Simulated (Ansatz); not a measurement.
**Guessed and relaxed cells of Na2Sb5**

The cell of Na2Sb5 is invented: random cell by space group and Wyckoff sites (F-43m, No. 216). Lengths were set from tabulated atomic sizes, so they are only a guess.

start.xyz

```xyz
7
Lattice="0.0000 3.9440 3.9440 3.9440 0.0000 3.9440 3.9440 3.9440 0.0000" Properties=species:S:1:pos:R:3 pbc="T T T"
Na    3.9440    3.9440    3.9440
Na    1.9720    1.9720    1.9720
Sb    0.0000    0.0000    0.0000
Sb    6.7940    6.7940    6.7940
Sb    5.0379    5.0379    6.7940
Sb    5.0379    6.7940    5.0379
Sb    6.7940    5.0379    5.0379
```

Theory: DFT PBE, scalar-relativistic, plane waves, PAW in Ansatz. Cutoff 420 eV, Gaussian smearing, Γ-centred meshes. Cell and atoms relax first on a coarse mesh and then on a finer one. In between, the cell is made exact in the group found at 0.06 Å. In metals the finer mesh still leaves noise of several meV/atom or more. The steps can't lower the symmetry of their start. No spin polarisation.

end.xyz

```xyz
7
Lattice="0.0000 5.5226 5.5226 5.5226 0.0000 5.5226 5.5226 5.5226 0.0000" Properties=species:S:1:pos:R:3 pbc="T T T"
Na    5.5226    5.5226    5.5226
Na    2.7613    2.7613    2.7613
Sb    0.0000    0.0000    0.0000
Sb    9.3532    7.2145    7.2145
Sb    7.2145    9.3532    7.2145
Sb    7.2145    7.2145    9.3532
Sb    9.3532    9.3532    9.3532
```

The symmetry stays F-43m (No. 216). The volume per atom grows by 174.6 %, from 17.5 to 48.1 Å³. The shortest distance goes from 1.89 Å (Sb–Sb) to 2.93 Å (Sb–Sb). The energy falls by about 8.0 eV/atom (the start's value is from the coarse mesh). The end is written in a standard setting, so origin, axes and order of atoms can differ from the start's.

| Quantity | Value |
| --- | --- |
| Volume per atom | 48.12 Å³ |
| Density | 3.23 g/cm³ |
| Energy over the elements | +0.29 eV/atom |
| Gap on the 6×6×6 mesh of the 7-atom cell | 0 eV (a metal) |

The zero of energy is the elements' standard structures at the same level; no fitted shifts are applied. It can't be a ground state, since the elements alone are lower.

The last run used Gaussian smearing of 0.10 eV. These runs have no spin–orbit coupling, which can matter for Sb. Symmetry constrained the relaxation, so the result can be a saddle point. In all, the 3 runs took 120 s on 1 thread of Intel(R) Xeon(R) 6975P-C (Granite Rapids), with other jobs on the host.
